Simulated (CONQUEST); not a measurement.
Set-up for a self-consistent single point of SiNi (Pnma, 8 atoms in the cell; from Materials Project mp-351, changed as shown).

```xyz
8
Lattice="5.2444 0.0000 0.0000 0.0000 3.3213 0.0000 0.0000 0.0000 5.5698" Properties=species:S:1:pos:R:3 pbc="T T T"
Si     4.3061     2.4910     3.2434
Si     0.9383     0.8303     2.3264
Si     3.5605     0.8303     0.4585
Si     1.6839     2.4910     5.1113
Ni     2.6639     0.8303     3.8349
Ni     2.5805     2.4910     1.7349
Ni     5.2027     2.4910     1.0500
Ni     0.0417     0.8303     4.5198
```

Method: CONQUEST with PBEsol, numerical atomic orbitals double-zeta with polarisation (the shipped basis), PseudoDojo norm-conserving potentials made for PBEsol.

CONQUEST settings:

| key | value |
|---|---|
| basis | DZP |
| Diag.MPMeshX, Y, Z | 3 4 3 |
| potentials | PseudoDojo norm-conserving PBEsol |
| Grid.GridCutoff | 140 Ha |
| DM.SolutionMethod | diagon |
| Diag.kT | 0.001837 Ha |
| Diag.GammaCentred | true |
| minE.SCTolerance | 1.0e-06 |
| SC.MaxIters | 100 |
| SC.LinearMixingFactor | 0.5 |
| SC.KerkerPreCondition | true |
| SC.KerkerFactor | 0.1 1/bohr |
| AtomMove.TypeOfRun | static |

Results:

- Number of valence electrons: 88
- Number of bands: 128
- Number of k-points after the program's reduction: 23
- Size of the basis: 128
- Number of SCF iterations: 8
- FFT grid: 60 × 36 × 60
- Free energy E − TS: -18711.2562 eV
- Fermi level (on the code's own zero): -6.30 eV
- Pressure: -0.87 GPa
- Largest force (vector length): 0.163 eV/Å

Forces (eV/Å):
```
atom      Fx     Fy      Fz
----  ------  -----  ------
Si1   -0.091  0.000   0.042
Si2    0.091  0.000  -0.042
Si3    0.091  0.000   0.042
Si4   -0.091  0.000  -0.042
Ni5    0.042  0.000  -0.158
Ni6   -0.042  0.000   0.158
Ni7   -0.042  0.000  -0.158
Ni8    0.042  0.000   0.158
```

Stress (GPa, positive for compression):
```
-1.82   0.00   0.00
 0.00  -2.03   0.00
 0.00   0.00   1.24
```

For comparison: a first run was changed to give this one (lattice vector a scaled by 1.02), and from it to this one the free energy drops by 1.1 meV/atom, the pressure goes from 2.97 to -0.87 GPa and the largest force goes from 0.134 to 0.163 eV/Å.

The program uses no crystal symmetry, so grid and mesh can part values that symmetry would make equal. The atom-centred basis is finite, which shifts total energies, pressures and forces against plane waves. The run has no spin polarisation, so moments on Ni cannot form. The structure comes from a collection of computed structures, made at another level of theory; the collection holds predicted forms beside known ones. No clean gap shows at this smearing width and mesh (spacing up to 0.47 Å⁻¹); the mesh is coarse for partly filled bands, so the values carry mesh errors.

Cost on one core: around 60 core-seconds (rough).
